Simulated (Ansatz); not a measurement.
PbF₂ (fluorite), conventional cell a = b = c = 5.9213 Å, α = β = γ = 90.00°. The calculation uses the primitive cell of 3 atoms, to which meshes and values per cell refer.

The relaxed cell is deformed in two ways at once: its volume V is scaled, and at that volume it is stretched along z (the c axis of the conventional cell) so that c/a changes. Fractional atomic positions are held.

Calculation: r2SCAN (plane waves to 500 eV, PAW, scalar-relativistic; Ansatz, a program for electronic structure). k mesh 10×10×10 (Γ-centred), Fermi-Dirac smearing 0.05 eV. Energies are smeared free energies. Stress and pressure are positive under compression. PbF2 was relaxed with its symmetry unable to fall. Spin-orbit coupling is left out, though Pb is heavy. ΔE is measured from the relaxed starting cell.

ΔE (meV/atom), with V/V₀ across and (c/a)/(c/a)₀ down:

```tsv
(c/a)/(c/a)₀ \ V/V₀	0.960	0.980	1.000	1.020	1.040
0.880	37.5	33.2	32.5	35.0	40.5
0.940	14.1	8.9	7.5	9.3	14.1
1.000	7.2	1.7	0.0	1.6	6.2
1.060	13.3	8.2	6.7	8.5	13.3
1.120	31.0	26.6	25.9	28.5	33.9
```

P (GPa), with V/V₀ across and (c/a)/(c/a)₀ down:

```
(c/a)/(c/a)₀ \ V/V₀  0.960  0.980  1.000  1.020  1.040
-------------------  -----  -----  -----  -----  -----
0.880                 2.93   1.14  -0.46  -1.88  -3.14
0.940                 3.33   1.51  -0.12  -1.57  -2.86
1.000                 3.47   1.63   0.00  -1.46  -2.76
1.060                 3.33   1.51  -0.12  -1.57  -2.86
1.120                 2.94   1.14  -0.45  -1.88  -3.14
```

What the scan shows:

| Item | Value |
|---|---|
| Shear modulus C′ = (C11 − C12)/2 (fit, atoms clamped) | 27 GPa |
| Lowest place on the grid | V/V₀ = 1.000, (c/a)/(c/a)₀ = 1.000 (0.0 meV/atom) |
| Highest place on the grid | V/V₀ = 1.040, (c/a)/(c/a)₀ = 0.880 (40.5 meV/atom) |

(A scan under strain: stresses follow from slopes of the energy per volume, elastic moduli from its curvatures.)
